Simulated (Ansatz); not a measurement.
One stationary structure of AlN. Computed with PBE (plane waves to 420 eV, PAW, scalar-relativistic; Ansatz, a program for electronic structure).

```xyz
4
Lattice="3.1303 0.0000 0.0000 -1.5651 2.7109 0.0000 0.0000 0.0000 5.0180" Properties=species:S:1:pos:R:3 pbc="T T T"
Al     1.5651     0.9036     0.0169
Al     0.0000     1.8073     2.5259
N      1.5651     0.9036     3.1203
N      0.0000     1.8073     0.6113
```

**Question.** Determine the symmetry and give the standard cell with its independent sites.

**Answer.** Space group P6₃mc (No. 186); a = 3.130 Å, b = 3.130 Å, c = 5.018 Å, α = 90.00°, β = 90.00°, γ = 120.00°

| atom | site | symmetry | x | y | z |
|---|---|---|---|---|---|
| Al | 2b | 3m. | 0.6667 | 0.3333 | 0.0034 |
| N | 2b | 3m. | 0.3333 | 0.6667 | 0.1218 |

This is the wurtzite type.

**Question.** Give the shortest distances between elements (the closest pairs, up to four, under 3.6 Å).

**Answer.** Al–N 1.90 Å; Al–Al 3.09 Å; N–N 3.09 Å.

The volume per atom is 10.65 Å³ and the band gap comes out as 4.03 eV, direct at Γ (no spin-orbit coupling).

No spin polarisation in the result.

Measured for AlN: a 3.1113 Å (0 K or low temperature; as listed in arXiv:1206.3780); c 4.9793 Å (0 K or low temperature; as listed in arXiv:1206.3780); gap 6.51 eV (static lattice; corrected from measurement; as listed in Martin Feneberg et al., Physical Review B (2010)). Computed minus measured — a: PBE +0.6 %; c: PBE +0.8 %; gap: PBE -2.48 eV. The computed values are for a static lattice, and a measured gap can be an optical one, lowered by exciton binding.

The run could not lose the symmetry of its start.
